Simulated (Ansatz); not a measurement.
## Relaxing an invented SbSe2 structure

Computed with DFT PBE, scalar-relativistic, plane waves, PAW in Ansatz 0.2.0. Cutoff 420 eV, Gaussian smearing, Γ-centred meshes. Cell and atoms relax first on a coarse mesh and then on a finer one. In between, the cell is made exact in the group found at 0.06 Å. In metals the finer mesh still leaves noise of several meV/atom or more. The steps can't lower the symmetry of their start. No spin polarisation.

Recipe of this trial structure of SbSe2: random cell by space group and Wyckoff sites (P6mm, No. 183). Lengths were set from tabulated atomic sizes, so they are only a guess.

```
Sb Se
1.0
     4.16717    0.00000    0.00000
    -2.08359    3.60888    0.00000
     0.00000    0.00000    3.95236
Sb Se
1 2
Direct
  0.00000 0.00000 0.69741
  0.33333 0.66667 0.56270
  0.66667 0.33333 0.56270
```

The zero of energy is the elements' standard structures at the same level; no fitted shifts are applied.

Task: What does it relax into?

Result: The symmetry stays P6mm (No. 183). The volume per atom grows by 31.9 %, from 19.8 to 26.1 Å³. The shortest distance goes from 2.41 Å (Se–Se) to 2.83 Å (Se–Se). The ratio c/a of the conventional cell changes by a factor of 0.81. The energy falls by about 1.9 eV/atom (the start's value is from the coarse mesh). Conventional cell: a = 4.906 Å, c = 3.762 Å. Around Sb lie 6 Se at 3.00 Å; Se has 3 Se at 2.83 Å and 3 Sb at 3.00 Å.

```
Sb Se
1.0
     4.90591    0.00000    0.00000
    -2.45296    4.24865    0.00000
     0.00000    0.00000    3.76223
Sb Se
1 2
Direct
  0.00000 0.00000 0.78514
  0.33333 0.66667 0.51883
  0.66667 0.33333 0.51883
```

Task: How does it come out in energy, and is it a metal?

Result:

* Formation energy: +0.31 eV/atom
* Gap on the 12×12×12 mesh of the 3-atom cell: 0 eV (a metal)

A positive value: parting into the elements would lower its energy.

The last run used Gaussian smearing of 0.10 eV. Weakly bound directions are ill-defined at this level, which has no dispersion term. These runs have no spin–orbit coupling, which can matter for Sb. An odd number of electrons in the primitive cell allows no gap without spin; a larger cell or a magnetic state could open one. The reference form of Se is held partly by dispersion forces, which this level lacks. A structure relaxed within its symmetry needn't be a true minimum. Another cell of SbSe2 relaxed alike, in P-3m1, lies 0.45 eV/atom lower, so this cell isn't the stable form at this level.
